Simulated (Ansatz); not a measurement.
Free-standing sheet of Bi2Se3, relaxed with PBE+D3(BJ):

```
CELL_PARAMETERS angstrom
4.12434 0.00000 0.00000
-2.06217 3.57178 0.00000
0.00000 0.00000 39.97833
ATOMIC_POSITIONS crystal
Se 0.00000 0.00000 0.41200
Bi 0.33333 0.66667 0.45153
Se 0.66667 0.33333 0.50000
Bi 0.00000 0.00000 0.54847
Se 0.33333 0.66667 0.58800
```

All runs: Ansatz, plane waves and PAW. First level: PBE+D3(BJ), scalar-relativistic. Cutoff 420 eV; k points 9×9×1 on the computed 5-atom cell (Γ-centred); Gaussian smearing, width 0.02 eV; no spin polarisation. The sheet is isolated along c (Coulomb cut-off).

```
Band gap on the sampled k points                  : 0.95 eV
Least direct gap                                  : 1.30 eV
Ionisation potential from the Kohn-Sham band edge : 5.94 eV
Electron affinity from the Kohn-Sham band edge    : 5.00 eV
```

Q: What does PBE+D3(BJ) with spin-orbit coupling give at the same atoms (9×9×1 mesh, 420 eV)?

A: Band gap on the sampled k points 0.44 eV; least direct gap 0.76 eV; ionisation potential from the Kohn-Sham band edge 5.86 eV; electron affinity from the Kohn-Sham band edge 5.42 eV.

Gaps are read on the k points sampled, so a band crossing between them can be missed.

Spin-orbit coupling narrows the gap by 0.51 eV: against the vacuum the valence top moves by +0.08 eV and the conduction bottom by -0.43 eV.
